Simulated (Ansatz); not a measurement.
SiRu$_{2}$:
```yaml
crystal:
  lattice:
    - [4.17384, 0.00000, 0.00000]
    - [-2.08692, 3.61465, 0.00000]
    - [0.00000, 0.00000, 5.33625]
  atoms:
    - { symbol: Si, position: [0.33333, 0.66667, 0.25000] }
    - { symbol: Si, position: [0.66667, 0.33333, 0.75000] }
    - { symbol: Ru, position: [0.00000, 0.00000, 0.00000] }
    - { symbol: Ru, position: [0.00000, 0.00000, 0.50000] }
    - { symbol: Ru, position: [0.33333, 0.66667, 0.75000] }
    - { symbol: Ru, position: [0.66667, 0.33333, 0.25000] }
```

Relaxed with PBE. Special points in fractions of this cell's reciprocal vectors: Γ (0.000, 0.000, 0.000); M (0.500, 0.000, 0.000); K (0.333, 0.333, 0.000); A (0.000, 0.000, 0.500); L (0.500, 0.000, 0.500); H (0.333, 0.333, 0.500).

List the band energies nearest the Fermi level at these points for PBE in the plane-wave PAW code Ansatz.

In eV from the Fermi level; about four levels below and three above (degenerate sets whole), none deeper than 8.9 eV; points with the same levels are listed once.

| k | below | above |
|---|---|---|
| Γ | -1.15 -1.15 -1.03 -0.30 -0.30 | 0.13 0.13 0.54 |
| M | -0.64 -0.51 -0.31 -0.19 | 0.18 0.56 1.53 |
| K | -0.86 -0.81 -0.59 -0.59 | 0.00 0.00 1.66 |
| A | -0.15 -0.15 -0.15 -0.15 | 0.37 0.37 0.37 0.37 |
| L | -0.82 -0.82 -0.70 -0.70 | 0.12 0.12 0.79 0.79 |
| H | -0.71 -0.71 -0.33 -0.33 | 0.35 0.35 0.36 0.36 |

Space group P6_3/mmc. The cell is a constructed one: a structure type filled with these elements; neither database checked (COD, Materials Project) lists it. Whether it is the stable phase at ambient conditions was not checked. The cell was relaxed with PBE under the symmetry of its start; its stability against distortions is not shown here. The run is not spin-polarised. Scalar-relativistic: spin–orbit coupling is off unless named, which matters more the heavier the elements.

Potentials: the later of the program's two PAW sets.
